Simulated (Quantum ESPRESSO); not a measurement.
pw.x input (Quantum ESPRESSO 7.5; LDA, PseudoDojo standard norm-conserving files, scalar-relativistic):

```
&CONTROL
  calculation = 'scf'
  pseudo_dir = './pseudo'
  outdir = './out'
  tprnfor = .true.
  tstress = .true.
/
&SYSTEM
  ibrav = 0
  nat = 6
  ntyp = 4
  ecutwfc = 92.0
  ecutrho = 368.0
  occupations = 'smearing'
  smearing = 'fd'
  degauss = 0.002
  nbnd = 34
/
&ELECTRONS
  conv_thr = 6e-10
/
ATOMIC_SPECIES
O 15.9990 O.upf
Cu 63.5460 Cu.upf
Br 79.9040 Br.upf
Sr 87.6200 Sr.upf
CELL_PARAMETERS angstrom
  2.023785120000   1.168432884000   9.443370000000
 -2.023785120000   1.168432884000   9.443370000000
  0.000000000000  -2.336865768000   9.443370000000
ATOMIC_POSITIONS crystal
O   0.436522000000   0.436522000000   0.436522000000
O   0.563478000000   0.563478000000   0.563478000000
Cu   0.500000000000   0.500000000000   0.500000000000
Br   0.000000000000   0.000000000000   0.000000000000
Sr   0.252839000000   0.252839000000   0.252839000000
Sr   0.747161000000   0.747161000000   0.747161000000
K_POINTS automatic
8 8 8 0 0 0
```

End of the output:

```

[...]
     the Fermi energy is     7.5582 ev
!    total energy              =    -614.21230897 Ry
     estimated scf accuracy    <          5.2E-10 Ry
     smearing contrib. (-TS)   =      -0.00000000 Ry
     internal energy E=F+TS    =    -614.21230897 Ry
     The total energy is F=E-TS. E is the sum of the following terms:
     one-electron contribution =    -503.55741938 Ry
     hartree contribution      =     273.28511898 Ry
     xc contribution           =    -106.33775014 Ry
     ewald contribution        =    -277.60225843 Ry
     convergence has been achieved in  12 iterations
     Forces acting on atoms (cartesian axes, Ry/au):
     atom    1 type  1   force =     0.00000000    0.00000000    0.01021298
     atom    2 type  1   force =     0.00000000    0.00000000   -0.01021298
     atom    3 type  2   force =     0.00000000    0.00000000    0.00000000
     atom    4 type  3   force =    -0.00000000    0.00000000    0.00000000
     atom    5 type  4   force =     0.00000000    0.00000000   -0.00496603
     atom    6 type  4   force =     0.00000000   -0.00000000    0.00496603
     Total force =     0.016060     Total SCF correction =     0.000024
     Computing stress (Cartesian axis) and pressure
          total   stress  (Ry/bohr**3)                   (kbar)     P=      -40.89
  -0.00025764   0.00000000   0.00000000          -37.90        0.00        0.00
  -0.00000000  -0.00025764  -0.00000000           -0.00      -37.90       -0.00
   0.00000000   0.00000000  -0.00031856            0.00        0.00      -46.86
```
In a gapped system the printed Fermi energy is only some level inside the gap.

Spin-orbit coupling is not included.

Geometry of the Materials Project entry, not relaxed at this level.
